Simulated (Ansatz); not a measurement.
## Rh (Fm-3m): the size of the finite step

```
CELL_PARAMETERS angstrom
0.00000 1.87731 1.87731
1.87731 0.00000 1.87731
1.87731 1.87731 0.00000
ATOMIC_POSITIONS crystal
Rh 0.00000 0.00000 0.00000
```

Unless marked otherwise, the numbers come from LDA, PAW on Ansatz 0.2.0's default frozen-core files (fitted under PBE), scalar-relativistic. k mesh 24×24×24, strains of ±0.005, Fermi-Dirac smearing of 0.080 eV, cutoff 420 eV. The cell was relaxed by PAW under this functional.

Elastic constants come from stresses at strains of ±0.005 (and twice that, four-point stencil): C11 = 500.4, C12 = 224.2, C44 = 222.5 GPa. What does an amplitude of 0.02 give?

C11 = 500.5, C12 = 224.1, C44 = 222.5 GPa. Nothing moves by 1 %: the four-point stencil, which reaches twice this strain, cancels the leading anharmonic error that the single pairs carry.

Keep in mind: frozen-core PAW files fitted under PBE, their cores solved anew for the functional of the run; responses of metals move with mesh and smearing.
